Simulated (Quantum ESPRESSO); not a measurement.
Ti2NbO5F3, finding a planted mistake in a log

Simulated, not a measurement. The program is pw.x of Quantum ESPRESSO 7.5 (plane-wave density functional theory). The cell is made up: 11 atoms on a rutile lattice with one site empty, with randomly drawn elements, strain and displacements, not relaxed. PseudoDojo standard norm-conserving files (v0.5 for PBE, v0.4.1 for LDA and PBEsol) set the functional; there is no spin polarisation, spin-orbit coupling or dispersion term, and the masses in the input are unused placeholders.

Intended input:

```
&control calculation='scf', pseudo_dir='./dojo.nc.sr.pbe.v0_5.standard.upf', outdir='./o', disk_io='low', tprnfor=.true., tstress=.true. /
&system ibrav=0, nat=11, ntyp=4, nbnd=50, ecutwfc=84.00895049, nosym=.true., tot_charge=0,
 occupations='smearing', smearing='fd', degauss=0.0018374661
/
&electrons conv_thr=7.350e-09, electron_maxstep=60, /
ATOMIC_SPECIES
F 1.0 F.upf
Nb 1.0 Nb.upf
O 1.0 O.upf
Ti 1.0 Ti.upf
CELL_PARAMETERS angstrom
4.635 0.0585 0.0162
0.0585 4.5657 0.0375
0.0209 0.0484 5.8803
ATOMIC_POSITIONS angstrom
Ti 0.0216 -0.0126 -0.0021
Ti -0.0235 -0.0034 3.0052
Nb 2.4027 2.336 4.4717
O 1.3636 1.4301 0.0478
F 3.2909 3.2387 0.0035
O 3.6964 0.9579 1.4846
F 0.9342 3.7646 1.5322
O 1.4551 1.4121 2.9248
O 3.2057 3.2467 2.9695
F 3.6945 0.9734 4.4368
O 1.0113 3.7093 4.4008
K_POINTS automatic
5 5 4 1 1 1
```

The log is shortened where brackets say so; the opening notice, blank lines, dates and the lines on written files are dropped, and the path of the files is cut. It prints rydbergs, bohrs and kilobars, and counts compression as positive stress. Where no state is partly filled, the Fermi energy that it prints is only some level between the filled and the empty states on the mesh, and need not lie in the true gap.

Log of the intended run:

```
     Program PWSCF v.7.5
     Parallel version (MPI & OpenMP), running on       4 processor cores
     Number of MPI processes:                 4
     Threads/MPI process:                     1
     [start-up lines left out]
     bravais-lattice index     =            0
     lattice parameter (alat)  =       8.7596  a.u.
     unit-cell volume          =     839.5538 (a.u.)^3
     number of atoms/cell      =           11
     number of atomic types    =            4
     number of electrons       =        88.00
     number of Kohn-Sham states=           50
     kinetic-energy cutoff     =      84.0090  Ry
     charge density cutoff     =     336.0358  Ry
     scf convergence threshold =      7.3E-09
     mixing beta               =       0.7000
     number of iterations used =            8  plain     mixing
     Exchange-correlation= PBE
                           (   1   4   3   4   0   0   0)
     [axes and pseudopotential details left out]
   Cartesian axes
     site n.     atom                  positions (alat units)
         1        Ti     tau(   1) = (   0.0046598  -0.0027182  -0.0004530  )
         2        Ti     tau(   2) = (  -0.0050697  -0.0007335   0.6483155  )
         3        Nb     tau(   3) = (   0.5183374   0.5039482   0.9646853  )
         4        O      tau(   4) = (   0.2941711   0.3085172   0.0103120  )
         5        F      tau(   5) = (   0.7099499   0.6986887   0.0007551  )
         6        O      tau(   6) = (   0.7974289   0.2066489   0.3202746  )
         7        F      tau(   7) = (   0.2015361   0.8121418   0.3305434  )
         8        O      tau(   8) = (   0.3139105   0.3046341   0.6309707  )
         9        O      tau(   9) = (   0.6915696   0.7004146   0.6406139  )
        10        F      tau(  10) = (   0.7970190   0.2099928   0.9571563  )
        11        O      tau(  11) = (   0.2181690   0.8002119   0.9493900  )
     number of k points=    50  Fermi-Dirac smearing, width (Ry)=  0.0018
                       cart. coord. in units 2pi/alat
        k(    1) = (   0.0984129   0.0994659   0.0973681), wk =   0.0400000
        k(    2) = (   0.0977443   0.0978557   0.2944569), wk =   0.0400000
     [further k points left out]
     Dense  grid:    87329 G-vectors     FFT dimensions: (  54,  54,  72)
     Estimated max dynamical RAM per process >     241.43 MB
     Estimated total dynamical RAM >     901.76 MB
     Initial potential from superposition of free atoms
     starting charge      87.9945, renormalised to      88.0000
     Starting wfcs are   62 randomized atomic wfcs
     total cpu time spent up to now is        4.2 secs
     per-process dynamical memory:   187.6 Mb
     Self-consistent Calculation
     iteration #  1     ecut=    84.01 Ry     beta= 0.70
     Davidson diagonalization with overlap
     ethr =  1.00E-02,  avg # of iterations =  2.0
     total cpu time spent up to now is       11.0 secs
     total energy              =    -672.75013734 Ry
     estimated scf accuracy    <       5.71555369 Ry
     iteration #  2     ecut=    84.01 Ry     beta= 0.70
     Davidson diagonalization with overlap
     ethr =  6.49E-03,  avg # of iterations =  7.6
     total cpu time spent up to now is       24.2 secs
     total energy              =    -665.40102435 Ry
     estimated scf accuracy    <      97.34291444 Ry
     [iterations 3 to 18 left out]
     iteration # 19     ecut=    84.01 Ry     beta= 0.70
     Davidson diagonalization with overlap
     ethr =  8.35E-11,  avg # of iterations =  5.3
     total cpu time spent up to now is      162.7 secs
     total energy              =    -676.03166740 Ry
     estimated scf accuracy    <       0.00000001 Ry
     iteration # 20     ecut=    84.01 Ry     beta= 0.70
     Davidson diagonalization with overlap
     ethr =  1.23E-11,  avg # of iterations =  4.7
     total cpu time spent up to now is      170.7 secs
     End of self-consistent calculation
     [lines on levels left out]
     the Fermi energy is     8.6147 ev
!    total energy              =    -676.03166740 Ry
     estimated scf accuracy    <          3.1E-09 Ry
     smearing contrib. (-TS)   =      -0.00000000 Ry
     internal energy E=F+TS    =    -676.03166740 Ry
     The total energy is F=E-TS. E is the sum of the following terms:
     one-electron contribution =    -264.24891276 Ry
     hartree contribution      =     175.82638043 Ry
     xc contribution           =    -135.77362589 Ry
     ewald contribution        =    -451.83550918 Ry
     convergence has been achieved in  20 iterations
     Forces acting on atoms (cartesian axes, Ry/au):
     atom    1 type  4   force =     0.07700971    0.12908207    0.24733339
     atom    2 type  4   force =     0.00998439    0.03413769   -0.25200713
     atom    3 type  2   force =    -0.25861312    0.04247869   -0.19076503
     atom    4 type  3   force =    -0.04221413   -0.06360079   -0.07063455
     atom    5 type  1   force =     0.03855339    0.03185834    0.03478253
     atom    6 type  3   force =     0.08234953   -0.08715449   -0.04155000
     atom    7 type  1   force =     0.01682806   -0.03783746   -0.01521699
     atom    8 type  3   force =    -0.03450541   -0.03083553    0.12655741
     atom    9 type  3   force =     0.07299018    0.03818175    0.08872800
     atom   10 type  1   force =     0.07364845   -0.07756061    0.02401786
     atom   11 type  3   force =    -0.03603103    0.02125034    0.04875451
     Total force =     0.578924     Total SCF correction =     0.000120
     Computing stress (Cartesian axis) and pressure
          total   stress  (Ry/bohr**3)                   (kbar)     P=       75.90
   0.00058980  -0.00111208   0.00006974           86.76     -163.59       10.26
  -0.00111208   0.00081737  -0.00000181         -163.59      120.24       -0.27
   0.00006974  -0.00000181   0.00014074           10.26       -0.27       20.70
     init_run     :      3.88s CPU      4.06s WALL (       1 calls)
     electrons    :    165.23s CPU    166.46s WALL (       1 calls)
     forces       :      1.29s CPU      1.30s WALL (       1 calls)
     stress       :      4.32s CPU      4.34s WALL (       1 calls)
     [timing details left out]
     PWSCF        :   2m54.96s CPU   2m56.44s WALL
     JOB DONE.
```

A second run was made from an input with one planted mistake. Its log:

```
     Program PWSCF v.7.5
     Parallel version (MPI & OpenMP), running on       4 processor cores
     Number of MPI processes:                 4
     Threads/MPI process:                     1
     [start-up lines left out]
     bravais-lattice index     =            0
     lattice parameter (alat)  =       8.7596  a.u.
     unit-cell volume          =     839.5538 (a.u.)^3
     number of atoms/cell      =           11
     number of atomic types    =            4
     number of electrons       =        88.00
     number of Kohn-Sham states=           50
     kinetic-energy cutoff     =      84.0090  Ry
     charge density cutoff     =     336.0358  Ry
     scf convergence threshold =      7.3E-09
     mixing beta               =       0.7000
     number of iterations used =            8  plain     mixing
     Exchange-correlation= PBE
                           (   1   4   3   4   0   0   0)
     [axes and pseudopotential details left out]
   Cartesian axes
     site n.     atom                  positions (alat units)
         1        Ti     tau(   1) = (   0.0046598  -0.0027182  -0.0004530  )
         2        Ti     tau(   2) = (  -0.0050697  -0.0007335   0.6483155  )
         3        Nb     tau(   3) = (   0.5183374   0.5039482   0.9646853  )
         4        O      tau(   4) = (   0.2941711   0.3085172   0.0103120  )
         5        F      tau(   5) = (   0.7099499   0.6986887   0.0007551  )
         6        O      tau(   6) = (   0.7974289   0.2066489   0.3202746  )
         7        F      tau(   7) = (   0.2015361   0.8121418   0.3305434  )
         8        O      tau(   8) = (   0.3139105   0.3046341   0.6309707  )
         9        O      tau(   9) = (   0.6915696   0.7004146   0.6406139  )
        10        F      tau(  10) = (   0.7970190   0.2099928   0.9571563  )
        11        O      tau(  11) = (   0.2181690   0.8002119   0.9493900  )
     number of k points=     4  Fermi-Dirac smearing, width (Ry)=  0.0018
                       cart. coord. in units 2pi/alat
        k(    1) = (   0.2461993   0.2490672   0.1941481), wk =   0.5000000
        k(    2) = (   0.2475364   0.2522876  -0.2000295), wk =   0.5000000
     [further k points left out]
     Dense  grid:    87329 G-vectors     FFT dimensions: (  54,  54,  72)
     Estimated max dynamical RAM per process >     133.15 MB
     Estimated total dynamical RAM >     468.65 MB
     Initial potential from superposition of free atoms
     starting charge      87.9945, renormalised to      88.0000
     Starting wfcs are   62 randomized atomic wfcs
     total cpu time spent up to now is        1.4 secs
     per-process dynamical memory:    83.1 Mb
     Self-consistent Calculation
     iteration #  1     ecut=    84.01 Ry     beta= 0.70
     Davidson diagonalization with overlap
     ethr =  1.00E-02,  avg # of iterations =  2.0
     total cpu time spent up to now is        1.9 secs
     total energy              =    -672.74492344 Ry
     estimated scf accuracy    <       5.72105191 Ry
     iteration #  2     ecut=    84.01 Ry     beta= 0.70
     Davidson diagonalization with overlap
     ethr =  6.50E-03,  avg # of iterations =  8.0
     total cpu time spent up to now is        3.0 secs
     total energy              =    -665.38144932 Ry
     estimated scf accuracy    <      97.46684590 Ry
     [iterations 3 to 18 left out]
     iteration # 19     ecut=    84.01 Ry     beta= 0.70
     Davidson diagonalization with overlap
     ethr =  2.49E-10,  avg # of iterations =  1.2
     total cpu time spent up to now is       14.7 secs
     total energy              =    -676.03232236 Ry
     estimated scf accuracy    <       0.00000007 Ry
     iteration # 20     ecut=    84.01 Ry     beta= 0.70
     Davidson diagonalization with overlap
     ethr =  8.50E-11,  avg # of iterations =  4.5
     total cpu time spent up to now is       15.3 secs
     End of self-consistent calculation
     [lines on levels left out]
     the Fermi energy is     8.5520 ev
!    total energy              =    -676.03232237 Ry
     estimated scf accuracy    <          6.0E-09 Ry
     smearing contrib. (-TS)   =      -0.00000000 Ry
     internal energy E=F+TS    =    -676.03232237 Ry
     The total energy is F=E-TS. E is the sum of the following terms:
     one-electron contribution =    -264.24351941 Ry
     hartree contribution      =     175.81673780 Ry
     xc contribution           =    -135.77003158 Ry
     ewald contribution        =    -451.83550918 Ry
     convergence has been achieved in  20 iterations
     Forces acting on atoms (cartesian axes, Ry/au):
     atom    1 type  4   force =     0.07682451    0.12849000    0.24687003
     atom    2 type  4   force =     0.01034498    0.03439555   -0.25587071
     atom    3 type  2   force =    -0.25953968    0.04284732   -0.19246557
     atom    4 type  3   force =    -0.04222151   -0.06448763   -0.07083436
     atom    5 type  1   force =     0.03896257    0.03201918    0.03444681
     atom    6 type  3   force =     0.08185665   -0.08632307   -0.04019072
     atom    7 type  1   force =     0.01703981   -0.03816934   -0.01484819
     atom    8 type  3   force =    -0.03520561   -0.03233014    0.12853480
     atom    9 type  3   force =     0.07385720    0.03864106    0.09109469
     atom   10 type  1   force =     0.07294959   -0.07652420    0.02419834
     atom   11 type  3   force =    -0.03486851    0.02144127    0.04906487
     Total force =     0.581961     Total SCF correction =     0.000224
     Computing stress (Cartesian axis) and pressure
          total   stress  (Ry/bohr**3)                   (kbar)     P=       75.30
   0.00059347  -0.00110916   0.00006882           87.30     -163.16       10.12
  -0.00110916   0.00082042  -0.00000134         -163.16      120.69       -0.20
   0.00006882  -0.00000134   0.00012181           10.12       -0.20       17.92
     init_run     :      1.20s CPU      1.24s WALL (       1 calls)
     electrons    :     13.72s CPU     13.97s WALL (       1 calls)
     forces       :      0.22s CPU      0.22s WALL (       1 calls)
     stress       :      0.46s CPU      0.47s WALL (       1 calls)
     [timing details left out]
     PWSCF        :     15.71s CPU     16.04s WALL
     JOB DONE.
```

Question: what was wrong in the second input?

Answer: the k-point mesh is too coarse. The input lines that differ, file-writing options aside:

```
- 5 5 4 1 1 1
+ 2 2 2 1 1 1
```

```
                                            intended run  run with the mistake
                          free energy (eV)     -9197.879             -9197.888
                    smearing term -TS (eV)        0.0000                0.0000
                            pressure (GPa)          7.59                  7.53
            largest force component (eV/Å)         6.649                 6.673
largest change of a force component (eV/Å)                               0.099
                                iterations            20                    20
```

For scale, a rerun of the intended cell at 1467 eV and a 7 x 7 x 6 mesh moved values by no more than 0.004 eV in energy, 0.04 GPa in stress and 0.002 eV/Å in force.